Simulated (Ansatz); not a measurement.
SiMo$_{2}$N:
```cif
data_Mo4N2Si2
_chemical_formula_sum 'Si2 Mo4 N2'
_space_group_name_H-M_alt 'P63/mmc'
_space_group_IT_number 194
_space_group_name_Hall '-P 6c 2c'
_cell_length_a 2.98931
_cell_length_b 2.98931
_cell_length_c 12.94101
_cell_angle_alpha 90.000
_cell_angle_beta 90.000
_cell_angle_gamma 120.000
loop_
_atom_site_label
_atom_site_type_symbol
_atom_site_symmetry_multiplicity
_atom_site_Wyckoff_symbol
_atom_site_fract_x
_atom_site_fract_y
_atom_site_fract_z
_atom_site_occupancy
Si1 Si 2 d 0.66667 0.33333 0.25000 1
Mo1 Mo 4 f 0.33333 0.66667 0.09944 1
N1 N 2 a 0.00000 0.00000 0.00000 1
```

Relaxed at zero pressure with the program Ansatz at the PBE level (PAW).

The volume is lowered by 6 % and shape and atoms relax at that volume. What pressure results, and how do the axes share the change?

15.5 GPa; a -4.1 %, b -4.1 %, c 2.3 %; the energy rises by 36 meV/atom.

Give the new structure.


Space group P6₃/mmc (No. 194); a = 2.865 Å, b = 2.865 Å, c = 13.241 Å, α = 90.00°, β = 90.00°, γ = 120.00°

```csv
atom,site,symmetry,x,y,z
Si,2d,-6m2,0.6667,0.3333,0.2500
Mo,4f,3m.,0.3333,0.6667,0.1021
N,2a,-3m.,0.0000,0.0000,0.0000
```

The phase is kept; no other phase was compared at this pressure.

Space group P6_3/mmc. The start of the workflow was typed in or built on a structure type; neither database checked (COD, Materials Project) lists it. Its standing as an ambient phase is unchecked. The cell was relaxed with PBE under the symmetry of its start; whether a distortion lowers the energy is not shown. The workflow began spin-polarised and lost its moments.

Potentials: the earlier of the program's two PAW sets.
